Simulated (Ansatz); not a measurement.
Input, command and steps of an Ansatz relaxation.

```yaml
crystal:
  lattice:
    - [6.4514627434, 0.0, 0.0]
    - [-3.2257313716, 5.5871306272, 0.0]
    - [0.0, 0.0, 6.0040508327]
  atoms:
    - { symbol: Sn, position: [0.33305, 0.0, 0.2491] }
    - { symbol: Sn, position: [0.0, 0.33305, 0.2491] }
    - { symbol: Sn, position: [0.66695, 0.66695, 0.2491] }
    - { symbol: Sn, position: [0.0, 0.66695, 0.7509] }
    - { symbol: Sn, position: [0.66695, 0.0, 0.7509] }
    - { symbol: Sn, position: [0.33305, 0.33305, 0.7509] }
    - { symbol: As, position: [0.3333333333, 0.6666666667, 0.5] }
    - { symbol: As, position: [0.6666666667, 0.3333333333, 0.5] }
    - { symbol: As, position: [0.0, 0.0, 0.0] }
basis:
  ecutwfc: 420
kpoints:
  mp_grid: { grid: [3, 3, 4] }
hamiltonian:
  xc: pbe
scf:
  occupations: { method: gaussian, width: 0.1 }
  lower_state_search: "off"
output:
  forces: true
  stress: true
  eigenvalues: true
relax:
  adjacent_minimum: "off"
  f_tol: 0.04
  max_steps: 70
  cell: { stress_tol: 0.4 }
```

```bash
ansatz run input.yaml --threads 1 --pin off --max-ram 2560MiB --backend cpu --events-out ev --progress --plain --runs-dir out
```

Method: DFT PBE, scalar-relativistic, plane waves, PAW (Ansatz 0.2.0).

Of 9 frames 9 are shown, positions in Å and forces in eV/Å; the SCF threshold varies from step to step. Steps run on the plane waves of an earlier cell, with a Pulay correction in the pressure. The basis is chosen afresh for the last frame, the zero of the energies, and at times for earlier ones too; energy and pressure step there, also at an unchanged geometry. Here that happened at step 9 (-3 meV/atom, 0.1 GPa); the frames before carry an error of that size.

```xyz
9
Lattice="6.4515 0.0000 0.0000 -3.2257 5.5871 0.0000 0.0000 0.0000 6.0041" Properties=species:S:1:pos:R:3:forces:R:3 pbc="T T T" step=1 free_energy_over_end_meV_per_atom=421.76 pressure_GPa=16.75
Sn    2.1487    0.0000    1.4956    0.1845    0.0000   -0.9729
Sn   -1.0743    1.8608    1.4956   -0.0922    0.1598   -0.9729
Sn    2.1514    3.7263    1.4956   -0.0922   -0.1598   -0.9729
Sn   -2.1514    3.7263    4.5084    0.0922   -0.1598    0.9729
Sn    4.3028    0.0000    4.5084   -0.1845    0.0000    0.9729
Sn    1.0743    1.8608    4.5084    0.0922    0.1598    0.9729
As    0.0000    3.7248    3.0020    0.0000    0.0000    0.0000
As    3.2257    1.8624    3.0020    0.0000    0.0000    0.0000
As    0.0000    0.0000    0.0000    0.0000    0.0000    0.0000
9
Lattice="6.7690 0.0000 0.0000 -3.3845 5.8621 0.0000 0.0000 0.0000 6.2400" Properties=species:S:1:pos:R:3:forces:R:3 pbc="T T T" step=2 free_energy_over_end_meV_per_atom=159.64 pressure_GPa=4.89
Sn    2.2842    0.0000    1.4844    0.5368    0.0000   -0.4845
Sn   -1.1421    1.9782    1.4844   -0.2684    0.4649   -0.4845
Sn    2.2424    3.8839    1.4844   -0.2684   -0.4649   -0.4845
Sn   -2.2424    3.8839    4.7556    0.2684   -0.4649    0.4845
Sn    4.4847    0.0000    4.7556   -0.5368    0.0000    0.4845
Sn    1.1421    1.9782    4.7556    0.2684    0.4649    0.4845
As    0.0000    3.9081    3.1200    0.0000    0.0000    0.0000
As    3.3845    1.9540    3.1200    0.0000    0.0000    0.0000
As    0.0000    0.0000    0.0000    0.0000    0.0000    0.0000
9
Lattice="6.8883 0.0000 0.0000 -3.4442 5.9655 0.0000 0.0000 0.0000 6.2765" Properties=species:S:1:pos:R:3:forces:R:3 pbc="T T T" step=3 free_energy_over_end_meV_per_atom=44.15 pressure_GPa=1.67
Sn    2.4608    0.0000    1.3417    0.4515    0.0000   -0.2539
Sn   -1.2304    2.1311    1.3417   -0.2257    0.3910   -0.2539
Sn    2.2137    3.8343    1.3417   -0.2257   -0.3910   -0.2539
Sn   -2.2137    3.8343    4.9348    0.2257   -0.3910    0.2539
Sn    4.4275    0.0000    4.9348   -0.4515    0.0000    0.2539
Sn    1.2304    2.1311    4.9348    0.2257    0.3910    0.2539
As    0.0000    3.9770    3.1382    0.0000    0.0000    0.0000
As    3.4442    1.9885    3.1382    0.0000    0.0000    0.0000
As    0.0000    0.0000    0.0000    0.0000    0.0000    0.0000
9
Lattice="6.9711 0.0000 0.0000 -3.4855 6.0371 0.0000 0.0000 0.0000 6.2355" Properties=species:S:1:pos:R:3:forces:R:3 pbc="T T T" step=4 free_energy_over_end_meV_per_atom=15.70 pressure_GPa=0.62
Sn    2.6399    0.0000    1.1903   -0.1571    0.0000    0.3668
Sn   -1.3200    2.2862    1.1903    0.0785   -0.1360    0.3668
Sn    2.1656    3.7509    1.1903    0.0785    0.1360    0.3668
Sn   -2.1656    3.7509    5.0452   -0.0785    0.1360   -0.3668
Sn    4.3312    0.0000    5.0452    0.1571    0.0000   -0.3668
Sn    1.3200    2.2862    5.0452   -0.0785   -0.1360   -0.3668
As    0.0000    4.0248    3.1178    0.0000    0.0000    0.0000
As    3.4855    2.0124    3.1178    0.0000    0.0000    0.0000
As    0.0000    0.0000    0.0000    0.0000    0.0000    0.0000
9
Lattice="7.1969 0.0000 0.0000 -3.5985 6.2327 0.0000 0.0000 0.0000 6.0077" Properties=species:S:1:pos:R:3:forces:R:3 pbc="T T T" step=5 free_energy_over_end_meV_per_atom=5.52 pressure_GPa=-0.75
Sn    2.6445    0.0000    1.2159    0.0212    0.0000   -0.0648
Sn   -1.3222    2.2902    1.2159   -0.0106    0.0183   -0.0648
Sn    2.2762    3.9425    1.2159   -0.0106   -0.0183   -0.0648
Sn   -2.2762    3.9425    4.7918    0.0106   -0.0183    0.0648
Sn    4.5524    0.0000    4.7918   -0.0212    0.0000    0.0648
Sn    1.3222    2.2902    4.7918    0.0106    0.0183    0.0648
As    0.0000    4.1551    3.0038    0.0000    0.0000    0.0000
As    3.5985    2.0776    3.0038    0.0000    0.0000    0.0000
As    0.0000    0.0000    0.0000    0.0000    0.0000    0.0000
9
Lattice="7.3003 0.0000 0.0000 -3.6502 6.3223 0.0000 0.0000 0.0000 5.7788" Properties=species:S:1:pos:R:3:forces:R:3 pbc="T T T" step=6 free_energy_over_end_meV_per_atom=4.23 pressure_GPa=-0.58
Sn    2.6539    0.0000    1.1670    0.0770    0.0000   -0.0188
Sn   -1.3269    2.2983    1.1670   -0.0385    0.0667   -0.0188
Sn    2.3232    4.0239    1.1670   -0.0385   -0.0667   -0.0188
Sn   -2.3232    4.0239    4.6117    0.0385   -0.0667    0.0188
Sn    4.6464    0.0000    4.6117   -0.0770    0.0000    0.0188
Sn    1.3269    2.2983    4.6117    0.0385    0.0667    0.0188
As    0.0000    4.2148    2.8894    0.0000    0.0000    0.0000
As    3.6502    2.1074    2.8894    0.0000    0.0000    0.0000
As    0.0000    0.0000    0.0000    0.0000    0.0000    0.0000
9
Lattice="7.2138 0.0000 0.0000 -3.6069 6.2474 0.0000 0.0000 0.0000 5.8510" Properties=species:S:1:pos:R:3:forces:R:3 pbc="T T T" step=7 free_energy_over_end_meV_per_atom=2.82 pressure_GPa=0.10
Sn    2.6462    0.0000    1.1678   -0.0209    0.0000    0.0509
Sn   -1.3231    2.2917    1.1678    0.0104   -0.0181    0.0509
Sn    2.2838    3.9557    1.1678    0.0104    0.0181    0.0509
Sn   -2.2838    3.9557    4.6832   -0.0104    0.0181   -0.0509
Sn    4.5676    0.0000    4.6832    0.0209    0.0000   -0.0509
Sn    1.3231    2.2917    4.6832   -0.0104   -0.0181   -0.0509
As    0.0000    4.1649    2.9255    0.0000    0.0000    0.0000
As    3.6069    2.0825    2.9255    0.0000    0.0000    0.0000
As    0.0000    0.0000    0.0000    0.0000    0.0000    0.0000
9
Lattice="7.2279 0.0000 0.0000 -3.6140 6.2596 0.0000 0.0000 0.0000 5.8352" Properties=species:S:1:pos:R:3:forces:R:3 pbc="T T T" step=8 free_energy_over_end_meV_per_atom=2.64 pressure_GPa=0.01
Sn    2.6448    0.0000    1.1727    0.0040    0.0000   -0.0023
Sn   -1.3224    2.2905    1.1727   -0.0020    0.0035   -0.0023
Sn    2.2915    3.9691    1.1727   -0.0020   -0.0035   -0.0023
Sn   -2.2915    3.9691    4.6625    0.0020   -0.0035    0.0023
Sn    4.5831    0.0000    4.6625   -0.0040    0.0000    0.0023
Sn    1.3224    2.2905    4.6625    0.0020    0.0035    0.0023
As    0.0000    4.1730    2.9176    0.0000    0.0000    0.0000
As    3.6140    2.0865    2.9176    0.0000    0.0000    0.0000
As    0.0000    0.0000    0.0000    0.0000    0.0000    0.0000
9
Lattice="7.2279 0.0000 0.0000 -3.6140 6.2596 0.0000 0.0000 0.0000 5.8352" Properties=species:S:1:pos:R:3:forces:R:3 pbc="T T T" step=9 free_energy_over_end_meV_per_atom=0.00 pressure_GPa=0.12
Sn    2.6448    0.0000    1.1727    0.0050    0.0000   -0.0025
Sn   -1.3224    2.2905    1.1727   -0.0025    0.0044   -0.0025
Sn    2.2915    3.9691    1.1727   -0.0025   -0.0044   -0.0025
Sn   -2.2915    3.9691    4.6625    0.0025   -0.0044    0.0025
Sn    4.5831    0.0000    4.6625   -0.0050    0.0000    0.0025
Sn    1.3224    2.2905    4.6625    0.0025    0.0044    0.0025
As    0.0000    4.1730    2.9176    0.0000    0.0000    0.0000
As    3.6140    2.0865    2.9176    0.0000    0.0000    0.0000
As    0.0000    0.0000    0.0000    0.0000    0.0000    0.0000
```

The start puts this composition into another compound's structure type, which needn't suit it. At the end the space group is P-31m (tolerance 0.05 Å).

The k mesh is coarse.